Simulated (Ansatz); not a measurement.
The cell below belongs to a search over invented structures; it isn't taken from experiment.

Input and command of a plane-wave DFT calculation in Ansatz:

```yaml
crystal:
  lattice:
    - [7.1156939995, 0.0, 0.0]
    - [0.0, 7.1156939995, 0.0]
    - [0.0, 0.0, 2.2821384957]
  atoms:
    - { symbol: Al, position: [0.5, 0.5, 0.0] }
    - { symbol: P, position: [0.7641419067, 0.7641419067, 0.0] }
    - { symbol: P, position: [0.2358580933, 0.2358580933, 0.0] }
    - { symbol: P, position: [0.2358580933, 0.7641419067, 0.0] }
    - { symbol: P, position: [0.7641419067, 0.2358580933, 0.0] }
    - { symbol: P, position: [0.0, 0.0, 0.0] }
basis:
  ecutwfc: 420
kpoints:
  mp_grid: { grid: [4, 4, 8] }
hamiltonian:
  xc: pbe
scf:
  occupations: { method: gaussian, width: 0.1 }
  lower_state_search: "off"
output:
  forces: true
  stress: true
  eigenvalues: true
relax:
  adjacent_minimum: "off"
  f_tol: 0.04
  max_steps: 70
  cell: { stress_tol: 0.4 }
```

```bash
ansatz run input.yaml --threads 1 --pin off --max-ram 2560MiB --backend cpu --events-out ev --progress --plain --runs-dir out
```

Processor: Intel(R) Xeon(R) Processor @ 2.50GHz (Skylake/Cascade Lake), 1 thread, on a host shared with other jobs.

Problem. Estimate time, memory and problem size.

Solution. About 61 s, peak memory 0.4 GiB. It solves 20 bands at 30 k points (after reduction by symmetry) with about 2251 plane waves (on the last cell), in 22 SCF iterations over 4 ionic steps.
